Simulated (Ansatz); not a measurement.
# Vibrational response of Li2PtC2

These are results of DFT PBE, scalar-relativistic, plane waves, PAW (Ansatz 0.2.0), not measurements. Plane waves to 420 eV; Γ-centred k mesh 12×12×8; Fermi-Dirac smearing of 0.15 eV. No spin polarisation. Phonons by linear response, acoustic sum rule imposed.

The cell, relaxed at this level:
```
Li Pt C
1.0
     3.88864    0.00000    0.00000
    -1.94432    3.36767    0.00000
     0.00000    0.00000    5.20705
Li Pt C
2 1 2
Direct
  0.33333 0.66667 0.77984
  0.66667 0.33333 0.22016
  0.00000 0.00000 0.50000
  0.00000 0.00000 0.87819
  0.00000 0.00000 0.12181
```

The cell was built by swapping an element in a database structure (itself possibly hypothetical) and relaxing; it need not be the stable form of this composition. In a metal, frequencies and elastic constants depend on the k mesh and the smearing, soft modes and shear constants most. Spin–orbit coupling is left out, which can shift energies with elements as heavy as these.

Optical modes at Γ; i marks an imaginary frequency:
```
frequency (cm⁻¹) degeneracy
             172           1
             267           2
             295           2
             302           1
             375           2
             436           2
             559           1
            1830           1
```

All 12 optical modes at Γ are real: no displacement of atoms at fixed cell lowers the energy to second order. Strains and modes at other wave vectors aren't tested by this run.